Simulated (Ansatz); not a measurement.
Li₂Rh: a bulk modulus from differences

The cell was found from a structure generator's guess, not taken from experiment.

Method: DFT PBE, scalar-relativistic, plane waves, PAW in Ansatz. Settings of the last relaxation (3-atom cell): 420 eV, 18×18×8 k points, Gaussian smearing of 0.10 eV, no spin polarisation.

```
Li Rh
1.0
     2.72255    0.00000    0.00000
    -1.36127    2.35780    0.00000
     0.00000    0.00000    6.88154
Li Rh
2 1
Direct
  0.33333 0.66667 0.30083
  0.66667 0.33333 0.69917
  0.00000 0.00000 0.00000
```

The cell was set to several volumes, with shape and atoms relaxed at each where symmetry leaves them free. Pressure is positive in compression, and energies count from the lowest row. No row has a gap on its mesh.

```tsv
row	V (Å³/atom)	P (GPa)	ΔE (meV/atom)
1	12.958	8.86	42.8
2	13.399	?	?
3	13.841	3.64	9.2
4	14.283	1.64	2.1
5	14.725	-0.01	0.0
6	15.166	-1.42	2.1
7	15.608	-2.53	7.7
8	16.197	-3.65	19.2
```

Question: Find B = −V·ΔP/ΔV from rows 4 and 6 and from rows 1 and 3, and from the two its slope B′ and its value B0 at zero pressure.

Answer: Rows 4 and 6 give −(14.283 + 15.166)/2 × (-1.42 − (1.64))/(15.166 − 14.283) = 51.0 GPa at a mean pressure of 0.11 GPa. Rows 1 and 3 give −(12.958 + 13.841)/2 × (3.64 − (8.86))/(13.841 − 12.958) = 79.2 GPa at a mean pressure of 6.25 GPa. So B′ = (79.2 − 51.0)/(6.25 − (0.11)) = 4.59 and B0 = 51.0 − 4.59 × (0.11) = 50.5 GPa. A third-order Birch–Murnaghan fit to all the energies gives B0 = 50.2 GPa and B′ = 5.3.

Question: Estimate the pressure and energy of row 2.

Answer: From row 5, V0 = 14.725 × (1 + (-0.01)/50.5) = 14.722 Å³/atom. Murnaghan's form P = (B0/B′)·[(V0/V)^B′ − 1] gives (50.5/4.59) × [(14.722/13.399)^4.59 − 1] = 5.95 GPa; the computed pressure is 6.03 GPa, so the estimate is off by -0.08 GPa. The work of compression from row 3, with the mean of the two pressures, gives ΔE = 9.2 + (5.95 + 3.64)/2 × (13.841 − 13.399)/160.2 × 1000 = 22.4 meV/atom (1 eV/Å³ = 160.2 GPa); the computed value is 22.4 meV/atom.

All volumes keep the k mesh of the relaxed cell. Symmetry constrained the relaxation, so the result can be a saddle point.
